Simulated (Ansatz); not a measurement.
Hf2Si:
```
CELL_PARAMETERS angstrom
      4.74176     0.00000     0.00000
     -2.37088     4.10649     0.00000
      0.00000     0.00000     5.69497
ATOMIC_POSITIONS crystal
  Si 0.33333 0.66667 0.25000
  Si 0.66667 0.33333 0.75000
  Hf 0.00000 0.00000 0.00000
  Hf 0.00000 0.00000 0.50000
  Hf 0.33333 0.66667 0.75000
  Hf 0.66667 0.33333 0.25000
```

Relaxed with PBE. Special points in fractions of this cell's reciprocal vectors: Γ (0.000, 0.000, 0.000); M (0.500, 0.000, 0.000); K (0.333, 0.333, 0.000); A (0.000, 0.000, 0.500); L (0.500, 0.000, 0.500); H (0.333, 0.333, 0.500).

**Question.** List the band energies nearest the Fermi level at these points for DFT-PBE in the program Ansatz with PAW potentials.

**Answer.** In eV from the Fermi level; about four levels below and three above (degenerate sets whole), none deeper than 8.9 eV; points with the same levels are listed once.

```
k                    below                          above
-  -----------------------  -----------------------------
Γ  -1.88 -1.88 -1.07 -1.07            0.75 0.98 2.16 2.16
M  -2.34 -0.94 -0.85 -0.23                 0.22 0.85 0.87
K  -1.35 -0.71 -0.31 -0.31            0.54 0.95 1.12 1.12
A  -0.83 -0.83 -0.83 -0.83  0.35 0.35 3.30 3.30 3.30 3.30
L  -1.18 -1.18 -0.37 -0.37            0.71 0.71 1.36 1.36
H  -0.48 -0.48 -0.08 -0.08            0.34 0.34 0.95 0.95
```

Space group P6_3/mmc. A made-up cell: these elements were put on the sites of a structure type; neither database checked (COD, Materials Project) lists it. Whether it is the stable phase at ambient conditions was not checked. Symmetry was held in the PBE relaxation; its stability against distortions is not shown here. No spin polarisation was allowed. Spin–orbit coupling is left out wherever it is not named.

Potentials: the later of the program's two PAW sets.
